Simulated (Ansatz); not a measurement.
A geometry of InSe away from equilibrium: step 2 of the relaxation of a relaxed InSe cell deformed by the Cartesian strain tensor (xx, yy, zz, yz, xz, xy) = (0.110, 0.116, 0.037, -0.114, -0.006, 0.005). Method: PBEsol (plane waves to 420 eV, PAW, scalar-relativistic; Ansatz, a quantum-chemistry and plane-wave program). Γ-centred k-mesh 6×6×2 on the run's cell (coarser than for final values), Fermi–Dirac smearing 0.05 eV. The plane waves were selected for a different cell earlier on the path.

```xyz
8
Lattice="4.2976 0.0153 -0.0172 -2.1356 3.7183 -0.3063 -0.0730 -1.5396 17.2106" Properties=species:S:1:pos:R:3 pbc="T T T"
In    -0.0400     1.4447    11.2527
In     2.1395     1.0094     2.7347
In     2.1291     0.7493     5.6343
In    -0.0505     1.1846    14.1523
Se     0.0002     2.2572     1.4808
Se     2.1068     0.2841    10.1738
Se     2.0888    -0.0631    15.4062
Se    -0.0178     1.9099     6.7133
```

What forces act on the atoms (eV/Å)?


| atom | Fx | Fy | Fz |
|---|---|---|---|
| In1 | 0.00 | 0.29 | 0.18 |
| In2 | 0.02 | 0.32 | 0.16 |
| In3 | 0.00 | -0.29 | -0.18 |
| In4 | -0.02 | -0.32 | -0.16 |
| Se5 | -0.04 | -0.62 | 0.16 |
| Se6 | -0.02 | -0.56 | 0.16 |
| Se7 | 0.04 | 0.62 | -0.16 |
| Se8 | 0.02 | 0.56 | -0.16 |

The path ends in P6₃/mmc (No. 194). No spin polarisation in the result. Without a van der Waals term the distances between weakly bound units are poorly fixed.

The run could not lose the symmetry of its start.
